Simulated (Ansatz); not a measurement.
The elements of this relaxed trial crystal are hidden behind letters.

```
lattice vectors (Å)
   5.5716    0.0000    0.0000
   0.0000    5.5716    0.0000
   0.0000    0.0000    3.0446
fractional positions
X 0.2517 0.2517 0.0000
X 0.7483 0.7483 0.0000
X 0.7483 0.2517 0.0000
X 0.2517 0.7483 0.0000
Z 0.5000 0.5000 0.0000
Q 0.0000 0.0000 0.5000
```

The calculation used DFT PBE, scalar-relativistic, plane waves, PAW (Ansatz). Cutoff 420 eV, Γ-centred 8×8×12 mesh (6-atom cell), Gaussian smearing of 0.10 eV, no spin polarisation.

| Quantity | Value |
| --- | --- |
| Space group | P4/mmm (No. 123) |
| Conventional cell | a = 5.572 Å, c = 3.045 Å |
| Volume per atom | 15.75 Å³ |
| Density | 5.39 g/cm³ |
| Energy over the elements | +0.49 eV/atom |
| Gap on the 8×8×12 mesh of the 6-atom cell | 0 eV (a metal) |

Energies are uncorrected and count from the elements' standard states at the same level.

Q: X is a p-block element of period 3, Z is a p-block element of period 2 and Q is a d-block element of period 6. Which elements are they?

A: X = Si, Z = B, Q = W, so the formula is Si4BW. Density times volume gives a mean mass of 5.39 × 15.75/1.6605 = 51.1 u per atom, and this set has 51.2 u. Around Si lie 1 B at 1.96 Å and 2 W at 2.50 Å; B is surrounded by 4 Si at 1.96 Å; W has 8 Si at 2.50 Å and 2 W at 3.04 Å. Other sets within the hints have nearly the same mass, so mass alone doesn't settle it; this one was computed.

Spin–orbit coupling, which can matter for W, is left out. The cell is a metal run without spin; a magnetic state may lie lower. A structure relaxed within its symmetry needn't be a true minimum. Another cell of Si4BW relaxed alike, in P4/m, lies 244 meV/atom lower, so this cell isn't the stable form at this level.
